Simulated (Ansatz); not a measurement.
Relaxation of a relaxed Y cell displaced along its unstable phonon at q = (½, 0, 0) of its primitive reciprocal cell (72i cm⁻¹), largest move 0.15 Å; 2 atoms in the cell, which starts as Cmcm (No. 63), oS4; a = 3.9737 Å, b = c = 5.6196 Å, α = β = γ = 90.00°. All values below come from PBEsol (plane waves to 420 eV, PAW, scalar-relativistic; Ansatz, an electronic-structure program). Γ-centred k-mesh 6×12×12 on the run's cell (coarser than for final values), Fermi–Dirac smearing 0.05 eV. This is the first round of the run. 

The optimiser's lines from the output (shortened; P is positive under compression):

```
relax step   1: F+E_penalty+E_count = -7589.94525122 eV  Δ(F+E_penalty+E_count) = +0.000e0 eV  max|allowed force component| = 1.459e-1 eV/Å  Δτ_max = 0.0000 Å  P = -0.054 GPa  Ω = 62.744 Å³  (6 SCF iters, dr2 threshold 1.00e-7 eV, accepted)
relax step   2: F+E_penalty+E_count = -7590.01886685 eV  Δ(F+E_penalty+E_count) = -7.362e-2 eV  max|allowed force component| = 1.439e-1 eV/Å  Δτ_max = 0.1055 Å  P = -0.130 GPa  Ω = 62.756 Å³  (5 SCF iters, dr2 threshold 2.00e-7 eV, accepted)
relax step   3: F+E_penalty+E_count = -7590.12117586 eV  Δ(F+E_penalty+E_count) = -1.023e-1 eV  max|allowed force component| = 6.139e-2 eV/Å  Δτ_max = 0.1941 Å  P = +0.181 GPa  Ω = 62.416 Å³  (5 SCF iters, dr2 threshold 2.00e-7 eV, accepted)
relax step   4: F+E_penalty+E_count = -7590.15818441 eV  Δ(F+E_penalty+E_count) = -3.701e-2 eV  max|allowed force component| = 2.605e-2 eV/Å  Δτ_max = 0.0336 Å  P = +0.308 GPa  Ω = 62.215 Å³  (5 SCF iters, dr2 threshold 2.00e-7 eV, accepted)
relax step   5: F+E_penalty+E_count = -7590.15959343 eV  Δ(F+E_penalty+E_count) = -1.409e-3 eV  max|allowed force component| = 5.578e-3 eV/Å  Δτ_max = 0.0144 Å  P = +0.071 GPa  Ω = 62.569 Å³  (4 SCF iters, dr2 threshold 2.00e-7 eV, accepted)
relax step   6: F+E_penalty+E_count = -7590.15964505 eV  Δ(F+E_penalty+E_count) = -5.162e-5 eV  max|allowed force component| = 3.592e-4 eV/Å  Δτ_max = 0.0028 Å  P = +0.002 GPa  Ω = 62.672 Å³  (4 SCF iters, dr2 threshold 2.07e-8 eV, accepted)
relax step   7: F+E_penalty+E_count = -7590.15964923 eV  Δ(F+E_penalty+E_count) = -4.179e-6 eV  max|allowed force component| = 3.693e-4 eV/Å  Δτ_max = 0.0000 Å  P = +0.003 GPa  Ω = 62.672 Å³  stress off target by 1.01e-2 GPa  SCF on the basis re-selected at this cell (its energy is not comparable with the rows above)  (5 SCF iters)
```

From the first to the last row the energy changes by -0.11 eV/atom and the volume by -0.1 %. The last row is marked as not comparable with the walk above it, whose basis was carried along; it does compare with step 1, since both stand on a basis selected at the nominal cutoff for their own cell.

Later rounds, restarted from the end of this one on a renewed k-mesh, logged 2 more steps and released under 0.01 eV/atom more. The final structure after all rounds: P6₃/mmc (No. 194), hP2, hcp (Mg type); a = 3.599 Å, b = 3.599 Å, c = 5.588 Å, α = 90.00°, β = 90.00°, γ = 120.00°. Between re-selections the logged energies stand on a plane-wave basis carried along with the cell. No spin polarisation in the result.

The run could not lose the symmetry of its start.

Of the parent cell (Im-3m (No. 229)): This is a known allotrope of Y, reached from a generated start. Known forms of Y include space group No. 194.
